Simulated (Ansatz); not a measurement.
## La₃Tl: reading a single point

```
CELL_PARAMETERS angstrom
5.12779 0.00000 0.00000
0.00000 5.12779 0.00000
0.00000 0.00000 5.12779
ATOMIC_POSITIONS crystal
Tl 0.00000 0.00000 0.00000
La 0.00000 0.50000 0.50000
La 0.50000 0.00000 0.50000
La 0.50000 0.50000 0.00000
```

Level: r2SCAN, no spin polarisation; 500 eV; 7×7×7 Γ-centred mesh; fermi-dirac occupations (width 0.1 eV); Ansatz 0.2.0, fixed geometry.

- Charges: Bader charges in e: La +0.60, Tl -1.80. In the mean La gives up most and Tl takes most.
- Formation energy: -0.31 eV an atom against the elements' usual phases (free molecules for gases, crystals otherwise, with no correction for O₂ or N₂), so it is bound against them; other compounds may still compete. Relaxing would lower it.
- Stress: The pressure is -1.2 GPa (compression positive), so with the atoms held at these fractions the cell would first shrink.
- Electronic structure: It is a metal, with about 5.2 states/eV a cell as the mean within 0.25 eV of the Fermi level, mostly La d (77 %).

Origin: a database entry at a rescaled volume. Caveats: many states at the Fermi level without spin polarisation, so a magnetic state may lie lower; f levels without a U or exact exchange are poorly placed.

It took 30 s on 1 thread of Intel(R) Xeon(R) 6975P-C (Granite Rapids), on a shared host, peak memory 0.81 GiB, starting from a saved density. The time holds forces, stress, Bader, DOS, bands, ELF.
